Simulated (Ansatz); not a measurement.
Starting cell, MoSi₂ (MoSi2 type, space group I4/mmm):

```
MoSi2
1.0
   -3.20172     3.20172     7.81858
    0.00000     0.00000     7.81858
    1.60086     1.60086    -3.90929
Mo Si
2 4
Direct
  0.00000   0.00000   0.00000
  0.50000   0.00000   0.00000
  0.00000   0.33530   0.00000
  0.50000   0.33530   0.00000
  0.00000   0.66470   0.00000
  0.50000   0.66470   0.00000
```

The atoms are displaced by Q × the pattern below (from a DFPT mode at X = (0.5, 0.5, 0.0), largest move 1; Q in Å), at fixed cell. (q is in reciprocal vectors of the primitive cell; the cell shown is doubled to hold the pattern.)

```csv
atom,x,y,z
Mo1,0.616,0.616,0.000
Mo2,-0.616,-0.616,0.000
Si3,0.707,0.707,0.000
Si4,-0.707,-0.707,0.000
Si5,0.707,0.707,0.000
Si6,-0.707,-0.707,0.000
```

Calculation: r2SCAN (plane waves to 500 eV, PAW, scalar-relativistic; Ansatz, a program for electronic structure). k mesh 14×14×14 (Γ-centred), Fermi-Dirac smearing 0.05 eV. The energy includes the smearing's −TS. With partly filled bands, energies and forces of such displacements shift with the k mesh and the smearing. MoSi2 is run without spin polarisation. MoSi2 was relaxed with its symmetry unable to fall. ΔE is measured from the undisplaced structure.

| Q (Å) | ΔE (eV/cell) | −dE/dQ from forces (eV/Å) |
|---|---|---|
| -0.100 | 0.208 | 4.076 |
| -0.083 | 0.145 | 3.436 |
| -0.067 | 0.093 | 2.773 |
| -0.050 | 0.053 | 2.094 |
| -0.033 | 0.023 | 1.404 |
| -0.017 | 0.006 | 0.705 |
| 0.000 | 0.000 | 0.000 |
| 0.017 | 0.006 | -0.705 |
| 0.033 | 0.023 | -1.404 |
| 0.050 | 0.053 | -2.094 |
| 0.067 | 0.093 | -2.773 |
| 0.083 | 0.145 | -3.436 |
| 0.100 | 0.208 | -4.076 |

Derived quantities:

| Quantity | Value |
|---|---|
| Energy at Q = 0.100 Å | 208 meV/cell |
| Space group of the distorted cell | Cmcm (No. 63), lowered from I4/mmm |
| Symmetry of the curve | even: the same for both signs |
| Shape of the curve | a single well with its minimum at or next to zero displacement |
| Harmonic wavenumber from the curvature (finite differences) | 211 cm⁻¹ |
| Wavenumber by perturbation theory (DFPT, on another k mesh) | 211 cm⁻¹ |

The 13 points together took about 16 core-minutes (a rough figure).

(A displaced cell: forces are minus the slopes of the energy, force constants its curvatures, and phonons follow from these.)
